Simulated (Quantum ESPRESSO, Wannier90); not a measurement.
**Tight-binding from DFT: BaGaGeH (P3m1)**

```xyz
4
Lattice="4.3780 0.0000 0.0000 -2.1890 3.7915 0.0000 0.0000 0.0000 5.2696" Properties=species:S:1:pos:R:3 pbc="T T T"
Ba     2.1890    -1.2638     0.0001
Ga     0.0000     0.0000    -2.3685
Ge    -2.1890     1.2638     2.3521
H      0.0000     0.0000    -0.6166
```

Cell from Materials Project (mp-1018095), symmetrised, no further relaxation. COD (Crystallography Open Database) has an entry of this formula and space group (matched by these alone). Computed values, not measurements, from PBEsol: Quantum ESPRESSO (norm-conserving PseudoDojo potentials, cutoff 64 Ry, no spin polarisation, no spin-orbit coupling) on a Γ-centred 6×6×4 mesh, then Wannier90. Density: 12×12×6 mesh, cold smearing 0.01 Ry. Spin-orbit coupling is left out although heavy elements are present. The gap is small at this level and was sampled on the meshes and a path alone.

Bands 17-19 form an isolated set from -3.46 to 0.00 eV relative to the valence-band maximum (on the path) and are turned into 3 Wannier functions by minimising the spread from the start: SCDM (isolated).

Centres (Cartesian, Å; one of the equivalent choices) and spreads:

```
n       x       y      z  spread (Å²)  nearest atom
-  ------  ------  -----  -----------  ------------
1  -1.535   0.886  2.763        6.886           Ge3
2  -0.653  -2.905  2.762        6.886           Ge3
3   0.000  -1.773  2.763        6.886           Ge3
```

Ω_I = 18.81 Å², Ω_total = 20.66 Å²; the interpolated bands follow pw.x to 55 meV rms on the path. Only this start was tried; a symmetric start can stop on a saddle, and mixtures of these functions could lower the total by at most Ω_total − Ω_I.
